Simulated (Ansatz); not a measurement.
Level: PBE, no spin polarisation; 420 eV; 8×8×8 Γ-centred mesh; fermi-dirac occupations (width 0.1 eV); Ansatz 0.2.0, fixed geometry.

Computed maps in the lattice plane spanned by a (left to right, 6.04 Å, 18 points from zero) and b (bottom to top, 4.65 Å, 14 points from zero), 113° apart, at height 0.730 along c. The fields are smooth PAW ones with compensation charges, not the true ones near nuclei.

Valence density. Digits on a logarithmic scale: 0 up to 0.03 e/Å³, each further digit a factor of 1.6, 9 from 1.3 e/Å³ up:
```
322479998632334443
323699999633344444
335899998533456654
435899997434678875
445899974346999986
434677643469999996
333444323579999985
322222223589999964
322211223579999754
322211223568886543
332211223456655444
332212233344444444
332223454433334444
322246787533334444
```

**Question.** The cell is Sr₂CdAu₂. Which atoms lie within 0.2 Å of this plane, and where (fractions of a and b)?

**Answer.** Au at (0.73, 0.50), Sr at (0.30, 0.80). The whole cell:
```yaml
crystal:
  lattice:
    - [-2.32258, 3.02323, 4.67990]
    - [4.64516, 0.00000, 0.00000]
    - [2.32258, 3.02323, -4.67990]
  atoms:
    - { symbol: Au, position: [0.73034, 0.50000, 0.73034] }
    - { symbol: Au, position: [0.26966, 0.50000, 0.26966] }
    - { symbol: Cd, position: [0.00000, 0.00000, 0.00000] }
    - { symbol: Sr, position: [0.69995, 0.19995, 0.30005] }
    - { symbol: Sr, position: [0.30005, 0.80005, 0.69995] }
```

Origin: a known structure type with other elements, at an estimated volume, so it need not be a known compound.
